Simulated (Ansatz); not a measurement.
PtPb, DFT, LDA, all-electron LAPW, scalar-relativistic (Ansatz 0.2.0), run on 1 thread of Arm Neoverse V2 on a shared host.

The geometry is COD entry 1522617, unchecked; take it as a test cell. It is an old determination, and later ones may differ. The listed cell was then made from it by scaling, straining or moving an atom.

Command: `ansatz run input.yaml --threads 1 --pin off --max-ram 4096MiB --backend cpu --events-out ev --progress --plain --runs-dir out`

```yaml
crystal:
  lattice:
    - [4.1632418248, 0.0, 0.0]
    - [-2.0816209124, 3.6054731824, 0.0]
    - [0.0, 0.0, 5.3446218092]
  atoms:
    - { symbol: Pt, position: [0.3333333333, 0.6666666667, 0.25] }
    - { symbol: Pt, position: [0.6666666667, 0.3333333333, 0.75] }
    - { symbol: Pb, position: [0.0, 0.0, 0.0] }
    - { symbol: Pb, position: [0.0, 0.0, 0.5] }
kpoints:
  mp_grid: { grid: [10, 10, 7] }
  band_path:
    path:
      - [0.0, 0.0, 0.0]
      - [0.5, 0.0, 0.0]
      - [0.3333333333, 0.3333333333, 0.0]
      - [0.0, 0.0, 0.0]
      - [0.0, 0.0, 0.5]
      - [0.5, 0.0, 0.5]
      - [0.3333333333, 0.3333333333, 0.5]
      - [0.0, 0.0, 0.5]
      - [0.5, 0.0, 0.5]
    npoints: 5
scf:
  occupations: { method: fermi_dirac, width: 0.05 }
hamiltonian:
  xc: lda
  pseudopotentials: { kind: all_electron, lapw: { basis_error: 0.0005 } }
output:
  forces: true
  stress: true
  eigenvalues: true
```

Question: How large is the problem that the program sets up?

Answer: 56 irreducible k-points, 1023 plane waves at Γ, 106 bands.

Question: About how long does it take, and how much memory does it use?

Answer: 3.4 min of wall time for 7 SCF iterations, with a peak of 1.1 GiB. Times on shared machines scatter by tens of per cent.
